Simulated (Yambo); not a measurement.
Absorption of Li2PdO3 (space group C2/m, No. 12) with and without the electron-hole interaction (Yambo, LDA bands; 4×4×4 mesh, 24 valence and 5 conduction bands, static screening with 81 bands and a 3 Ry block, scissor 1.30 eV, Tamm-Dancoff; field along x). Axes are Cartesian, with cell vectors (Å) (2.55, -4.42, 0.00), (2.55, 4.42, 0.00), (-1.70, 0.00, 4.76).

```tsv
E (eV)	Im ε, BSE	Im ε, independent quasiparticles
1.15	0.21	0.14
1.25	0.23	0.15
1.35	0.25	0.16
1.45	0.27	0.17
1.55	0.30	0.19
1.65	0.34	0.20
1.75	0.39	0.22
1.85	0.44	0.24
1.95	0.52	0.26
2.05	0.63	0.28
2.15	0.79	0.32
2.25	0.96	0.35
2.35	1.20	0.40
2.45	1.63	0.46
2.55	2.38	0.53
2.65	3.73	0.63
2.75	5.82	0.77
2.85	7.56	0.99
2.95	8.00	1.35
3.05	8.01	1.89
3.15	7.80	2.66
3.25	7.78	3.98
3.35	8.19	5.59
3.45	8.61	6.59
3.55	8.73	6.80
3.65	8.21	7.04
3.75	7.60	7.73
3.85	7.48	8.61
3.95	8.21	9.02
4.05	9.50	8.72
4.15	10.3	7.77
4.25	11.0	7.43
4.35	11.1	8.09
4.45	11.3	9.09
4.55	11.3	10.0
4.65	10.7	11.1
4.75	10.4	11.9
4.85	9.68	13.0
4.95	8.70	14.2
5.05	8.29	14.7
5.15	8.09	13.4
5.25	7.30	11.9
5.35	6.22	11.8
5.45	5.51	11.9
5.55	5.05	11.2
5.65	4.82	10.1
5.75	4.81	9.37
5.85	4.65	9.15
5.95	4.40	8.64
6.05	4.01	7.66
6.15	3.60	6.40
6.25	3.01	5.57
6.35	2.54	5.23
6.45	2.24	4.91
6.55	2.03	4.27
6.65	1.94	3.49
6.75	1.90	2.95
6.85	1.88	2.50
6.95	1.83	2.20
7.05	1.79	2.03
7.15	1.54	1.95
7.25	1.42	1.88
7.35	1.42	2.00
7.45	1.52	2.05
7.55	1.48	1.90
7.65	1.36	1.79
7.75	1.30	1.81
7.85	1.38	1.84
7.95	1.64	1.77
8.05	1.72	1.62
```

The scissor comes from a G0W0 run whose convergence isn't established. Broadening 0.15 eV. The band window holds all transitions up to 9.4 eV. Fine structure above the onset can come from the mesh.

Spin-orbit splittings are left out.

Geometry of the Materials Project entry, not relaxed at this level; primitive cell a = b = 5.101 Å, c = 5.059 Å, α = β = 99.68°, γ = 119.95°.

The structure is a Materials Project entry; no match was found in the copy of COD used, and its stability was not checked.
